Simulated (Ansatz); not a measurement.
Si3N4 (space group P6_3/m)

```cif
data_N8Si6
_chemical_formula_sum 'Si6 N8'
_space_group_name_H-M_alt 'P 1'
_space_group_IT_number 1
_cell_length_a 7.62465
_cell_length_b 7.62465
_cell_length_c 2.91047
_cell_angle_alpha 90.000
_cell_angle_beta 90.000
_cell_angle_gamma 120.000
loop_
_space_group_symop_operation_xyz
  'x, y, z'
loop_
_atom_site_label
_atom_site_type_symbol
_atom_site_fract_x
_atom_site_fract_y
_atom_site_fract_z
_atom_site_occupancy
Si1 Si 0.23242 0.82605 0.75000 1
Si2 Si 0.76758 0.17395 0.25000 1
Si3 Si 0.40637 0.23242 0.25000 1
Si4 Si 0.59363 0.76758 0.75000 1
Si5 Si 0.17395 0.40637 0.75000 1
Si6 Si 0.82605 0.59363 0.25000 1
N1 N 0.33333 0.66667 0.75000 1
N2 N 0.66667 0.33333 0.25000 1
N3 N 0.97037 0.67000 0.75000 1
N4 N 0.02963 0.33000 0.25000 1
N5 N 0.30037 0.97037 0.25000 1
N6 N 0.69963 0.02963 0.75000 1
N7 N 0.33000 0.30037 0.75000 1
N8 N 0.67000 0.69963 0.25000 1
```

E(V) scan at fixed shape, V₀ the volume above. The atoms relax within the cell's symmetry.

Calculation: PBEsol (plane waves to 420 eV, PAW, scalar-relativistic; Ansatz, a program for electronic structure). k mesh 4×4×9 (Γ-centred), Fermi-Dirac smearing 0.05 eV. Energies are smeared free energies. Compression counts positive. With the shape held, the modulus is that of even scaling; a crystal free to change shape is softer. Si3N4 was relaxed with its symmetry unable to fall. ΔE is measured from the relaxed starting cell.

| V (Å³/cell) | ΔE (meV/atom) | P (GPa) |
|---|---|---|
| 131.88 | 93.3 | 31.0 |
| 134.81 | 57.7 | 23.6 |
| 137.74 | 31.4 | 16.8 |
| 140.67 | 13.5 | 10.7 |
| 143.60 | 3.2 | 5.1 |
| 146.53 | 0.0 | 0.0 |
| 149.46 | 3.0 | -4.6 |
| 152.39 | 11.9 | -8.8 |
| 155.32 | 25.9 | -12.6 |
| 158.26 | 44.7 | -16.1 |
| 161.19 | 67.8 | -19.2 |

Key numbers:

```yaml
pressure_at_the_smallest_volume: 31.0 GPa
energy_cost_of_the_largest_compression: 93.3 meV/atom
energy_cost_of_the_largest_expansion: 67.8 meV/atom
Bulk modulus at fixed cell shape B₀ (third-order Birch-Murnaghan fit): 242 GPa
Pressure derivative B₀′ (fit): 3.8
equilibrium_volume_of_the_fit: 10.47 Å³/atom
Pressure for 5 % compression (fit): 13.7 GPa
```

The 11 points together took about 6 core-minutes (a rough figure).

(A scan under strain: stresses follow from slopes of the energy per volume, elastic moduli from its curvatures.)
